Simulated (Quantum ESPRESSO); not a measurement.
pw.x input (Quantum ESPRESSO 7.5; PBEsol, PseudoDojo standard norm-conserving files, scalar-relativistic):

```
&CONTROL
  calculation = 'scf'
  pseudo_dir = './pseudo'
  outdir = './out'
  tprnfor = .true.
  tstress = .true.
/
&SYSTEM
  ibrav = 0
  nat = 3
  ntyp = 2
  ecutwfc = 92.0
  ecutrho = 368.0
  occupations = 'smearing'
  smearing = 'fd'
  degauss = 0.005
  nbnd = 26
/
&ELECTRONS
  conv_thr = 3e-10
/
ATOMIC_SPECIES
Cu 63.5460 Cu.upf
Ga 69.7230 Ga.upf
CELL_PARAMETERS angstrom
  2.799440000000   0.000000000000   0.000000000000
  0.000000000000   2.799440000000   0.000000000000
  0.000000000000   0.000000000000   5.803340000000
ATOMIC_POSITIONS crystal
Cu   0.000000000000   0.000000000000   0.000000000000
Ga   0.500000000000   0.500000000000   0.284320000000
Ga   0.500000000000   0.500000000000   0.715680000000
K_POINTS automatic
16 16 8 0 0 0
```

End of the output:

```
     total energy              =    -684.34498135 Ry
     estimated scf accuracy    <          9.8E-09 Ry
     total energy              =    -684.34498135 Ry
     estimated scf accuracy    <       0.00000004 Ry
     total energy              =    -684.34498136 Ry
     estimated scf accuracy    <          2.4E-09 Ry
[...]
     the Fermi energy is    13.7394 ev
!    total energy              =    -684.34498136 Ry
     estimated scf accuracy    <          3.6E-12 Ry
     smearing contrib. (-TS)   =      -0.00102807 Ry
     internal energy E=F+TS    =    -684.34395329 Ry
     The total energy is F=E-TS. E is the sum of the following terms:
     one-electron contribution =    -386.71538520 Ry
     hartree contribution      =     229.42477267 Ry
     xc contribution           =    -129.11347356 Ry
     ewald contribution        =    -397.93986719 Ry
     convergence has been achieved in  12 iterations
     Forces acting on atoms (cartesian axes, Ry/au):
     atom    1 type  1   force =     0.00000000    0.00000000    0.00000000
     atom    2 type  2   force =     0.00000000    0.00000000   -0.00122528
     atom    3 type  2   force =     0.00000000    0.00000000    0.00122528
     Total force =     0.001733     Total SCF correction =     0.000012
     Computing stress (Cartesian axis) and pressure
          total   stress  (Ry/bohr**3)                   (kbar)     P=       -7.90
  -0.00002021   0.00000000   0.00000000           -2.97        0.00        0.00
   0.00000000  -0.00002021   0.00000000            0.00       -2.97        0.00
   0.00000000   0.00000000  -0.00012068            0.00        0.00      -17.75
```

Spin-orbit coupling is not included.

Geometry of the Materials Project entry, not relaxed at this level.
